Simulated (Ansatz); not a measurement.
Ru:
```xyz
8
Lattice="2.7040 0.0000 0.0000 -1.3520 2.3417 0.0000 0.0000 0.0000 17.4639" Properties=species:S:1:pos:R:3 pbc="T T T"
Ru     0.0000     0.0000    12.0148
Ru     0.0000     1.5611    14.2336
Ru     1.3520     0.7806    16.4063
Ru     0.0000     1.5611     1.0577
Ru     1.3520     0.7806     3.2303
Ru     0.0000     0.0000     5.4491
Ru     0.0000     1.5611     7.6277
Ru     1.3520     0.7806     9.8363
```

Relaxed with PBE. Special points in fractions of this cell's reciprocal vectors: Γ (0.000, 0.000, 0.000); M (0.500, 0.000, 0.000); K (0.333, 0.333, 0.000); A (0.000, 0.000, 0.500); L (0.500, 0.000, 0.500); H (0.333, 0.333, 0.500).

Task: List the band energies nearest the Fermi level at these points for PBE with spin–orbit coupling in the plane-wave PAW code Ansatz.

Result: In eV from the Fermi level; about four levels below and three above (degenerate sets whole), none deeper than 8.9 eV; … stands for higher levels left out; points with the same levels are listed once.

```json
[
 {"k": "Γ", "below": "-0.22 -0.22 -0.20 -0.20", "above": "0.07 0.07 0.09 0.09"},
 {"k": "M", "below": "-0.87 -0.87 0.00 0.00", "above": "0.21 0.21 0.77 0.77"},
 {"k": "K", "below": "-0.54 -0.54 -0.54 -0.54", "above": "0.35 0.35 0.90 0.90"},
 {"k": "A", "below": "-0.16 -0.16 -0.08 -0.08", "above": "0.47 0.47 …"},
 {"k": "L", "below": "-0.16 -0.16 -0.03 -0.03", "above": "0.03 0.03 1.22 1.22"},
 {"k": "H", "below": "-0.55 -0.55 -0.55 -0.55", "above": "0.26 0.26 0.99 0.99"}
]
```

Space group P-3m1. The start of the workflow was typed in or built on a structure type; neither database checked (COD, Materials Project) lists it. It is not the phase usual at ambient conditions (space group No. 194). The PBE relaxation kept the symmetry of its start; whether a distortion lowers the energy is not shown. No spin polarisation was allowed.

Potentials: the later of the program's two PAW sets.
